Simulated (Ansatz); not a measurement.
CaB₆ (space group Pm-3m)

```
CELL_PARAMETERS angstrom
      4.13683     0.00000     0.00000
      0.00000     4.13683     0.00000
      0.00000     0.00000     4.13683
ATOMIC_POSITIONS crystal
  Ca 0.00000 0.00000 0.00000
  B  0.20192 0.50000 0.50000
  B  0.79808 0.50000 0.50000
  B  0.50000 0.20192 0.50000
  B  0.50000 0.79808 0.50000
  B  0.50000 0.50000 0.20192
  B  0.50000 0.50000 0.79808
```

The slice is a {210} plane (indices of the conventional cell) through the point (0.500, 0.500, 0.798) (fractional), spanned by u = [100] and v = [021] in vectors of this cell: u (4.14 Å) and v (9.25 Å, at 90° to u). It covers one period; positions are fractions (u, v).

All values below come from r2SCAN (plane waves to 500 eV, PAW, scalar-relativistic; Ansatz, a first-principles code). k mesh 8×8×8. Inside the PAW spheres the values are not all-electron values, and peaks at nuclei hang on which shells count as valence. CaB6 was relaxed with its symmetry unable to fall.

Question: Sketch the valence electron density on this plane as a map.

Answer: 
```
|55555544333322223333445555|
|66555544333322223333445555|
|55555544332222222233445555|
|55554433332211112233334455|
|55554433221111111122334455|
|66554433221100001122334455|
|66554433220000000022334455|
|66665533221100001122335566|
|55555544221111111122445555|
|55555544332222222233445555|
|66665555443333333344555566|
|66665555444444444444555566|
|66665555554444444455555566|
|55666655444444444444556666|
|55665544443333333344445566|
|55554444332222222233444455|
|44443333221111111122333344|
|33332222222233332222222233|
|11111111335566665533111111|
|00000022557799997755220000|
|00000022668899998866220000|
|00000022668899998866220000|
|11111111447788887744111111|
|22222211224455554422112222|
|44333322111111111111223333|
|55554433221100001122334455|
|55555544222211112222445555|
|33555544332222222233445555|
```
Scale: ten equal steps from -1.47 (start of '0') to 0.79 (end of '9'), in the order '0123456789'. Values: log₁₀ of the valence density in e/Å³. The map has 13 points along u (two characters each, u = 0 at the left) and 28 along v (v = 0 in the bottom row). The scale is logarithmic, as a density can span decades between atoms and voids.
